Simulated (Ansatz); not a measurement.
BiRh (NiAs type)

```xyz
4
Lattice="4.1299 0.0000 0.0000 -2.0650 3.5766 0.0000 0.0000 0.0000 5.6924" Properties=species:S:1:pos:R:3 pbc="T T T"
Bi     0.0000     2.3844     1.4231
Bi     2.0650     1.1922     4.2693
Rh     0.0000     0.0000     2.8462
Rh     0.0000     0.0000     0.0000
```

The relaxed cell is deformed in two ways at once: its volume V is scaled, and at that volume it is stretched along z (the c axis of the conventional cell) so that c/a changes. Fractional atomic positions are held.

All values below come from r2SCAN (plane waves to 500 eV, PAW, scalar-relativistic; Ansatz, a first-principles code). k mesh 13×13×8 (Γ-centred), Fermi-Dirac smearing 0.05 eV. Stress and pressure are positive under compression. With partly filled bands, the response to shear is sensitive to the k mesh, so small differences along c/a are uncertain. BiRh is run without spin polarisation. BiRh was relaxed with its symmetry unable to fall. Spin-orbit coupling is left out, though Bi is heavy. 

```json
[
 {"σzz (GPa)": "(c/a)/(c/a)₀ = 0.960", "V/V₀ = 0.960": "10.1", "V/V₀ = 0.980": "6.7", "V/V₀ = 1.000": "3.6", "V/V₀ = 1.020": "0.9", "V/V₀ = 1.040": "-1.5"},
 {"σzz (GPa)": "(c/a)/(c/a)₀ = 0.980", "V/V₀ = 0.960": "7.9", "V/V₀ = 0.980": "4.6", "V/V₀ = 1.000": "1.7", "V/V₀ = 1.020": "-0.9", "V/V₀ = 1.040": "-3.2"},
 {"σzz (GPa)": "(c/a)/(c/a)₀ = 1.000", "V/V₀ = 0.960": "6.0", "V/V₀ = 0.980": "___", "V/V₀ = 1.000": "0.0", "V/V₀ = 1.020": "-2.5", "V/V₀ = 1.040": "-4.7"},
 {"σzz (GPa)": "(c/a)/(c/a)₀ = 1.020", "V/V₀ = 0.960": "4.3", "V/V₀ = 0.980": "1.2", "V/V₀ = 1.000": "-1.5", "V/V₀ = 1.020": "-3.9", "V/V₀ = 1.040": "-6.0"},
 {"σzz (GPa)": "(c/a)/(c/a)₀ = 1.040", "V/V₀ = 0.960": "___", "V/V₀ = 0.980": "-0.1", "V/V₀ = 1.000": "___", "V/V₀ = 1.020": "-5.0", "V/V₀ = 1.040": "-7.1"}
]
```

Task: Fill in the missing entries.

Result: 
- (c/a)/(c/a)₀ = 1.000, V/V₀ = 0.980: 2.8
- (c/a)/(c/a)₀ = 1.040, V/V₀ = 0.960: 2.9
- (c/a)/(c/a)₀ = 1.040, V/V₀ = 1.000: -2.7

(A scan under strain: stresses follow from slopes of the energy per volume, elastic moduli from its curvatures.)
